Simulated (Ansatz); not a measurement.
# CuAsS: pressure against volume

A database entry relaxed whole under r2SCAN (Pnma):

```xyz
12
Lattice="11.3374 0.0000 0.0000 0.0000 3.7765 0.0000 0.0000 0.0000 5.3993" Properties=species:S:1:pos:R:3 pbc="T T T"
Cu    1.9760    0.9441    0.3591
Cu    3.6927    2.8324    3.0588
Cu    7.6447    0.9441    2.3406
Cu    9.3615    2.8324    5.0402
As    0.1535    0.9441    1.8853
As    5.5152    2.8324    4.5850
As    5.8222    0.9441    0.8144
As   11.1839    2.8324    3.5140
S     1.9063    2.8324    4.4662
S     3.7624    0.9441    1.7665
S     7.5750    2.8324    3.6328
S     9.4312    0.9441    0.9332
```

The cell was scaled uniformly, its shape held, and the atoms relaxed at each volume with plane-wave PAW DFT (Ansatz 0.2.0; r2SCAN, 500 eV, 3×9×6 Γ-centred mesh, fermi-dirac occupations of width 0.100 eV; no spin, no spin-orbit coupling). One row is withheld.

```json
{"volume (Å³/atom)": "18.109", "energy over the lowest (meV/atom)": "18.6", "pressure (GPa)": "5.48"}
{"volume (Å³/atom)": "18.494", "energy over the lowest (meV/atom)": "7.9", "pressure (GPa)": "3.43"}
{"volume (Å³/atom)": "18.880", "energy over the lowest (meV/atom)": "?", "pressure (GPa)": "?"}
{"volume (Å³/atom)": "19.265", "energy over the lowest (meV/atom)": "0.0", "pressure (GPa)": "0.00"}
{"volume (Å³/atom)": "19.650", "energy over the lowest (meV/atom)": "1.8", "pressure (GPa)": "-1.45"}
{"volume (Å³/atom)": "20.035", "energy over the lowest (meV/atom)": "6.8", "pressure (GPa)": "-2.73"}
{"volume (Å³/atom)": "20.421", "energy over the lowest (meV/atom)": "14.8", "pressure (GPa)": "-3.88"}
```

**Question.** Fit the pressures of the other rows to the third-order Birch-Murnaghan form.

**Answer.** With f = [(V₀/V)^(2/3) − 1]/2 and P = 3B₀f(1 + 2f)^(5/2)[1 + 3(B₀′ − 4)f/2], least squares gives V₀ = 19.26 Å³ an atom, B₀ = 76.4 GPa and B₀′ = 4.8; the rows miss the fit by less than 0.01 GPa. The slope of the energies differs from these pressures by less than 0.05 GPa.

**Question.** What does the withheld row hold?

**Answer.** The fit gives 1.61 GPa at 18.880 Å³; the run gave 1.62 GPa and 1.9 meV an atom.

Caveats: the shape of the cell was held, so B₀ is an upper bound where the axes differ in stiffness; 0 K, fixed nuclei; the symmetry was kept, and this need not be the phase that is stable at 0 K; one mesh for all volumes; pressure is positive in compression.
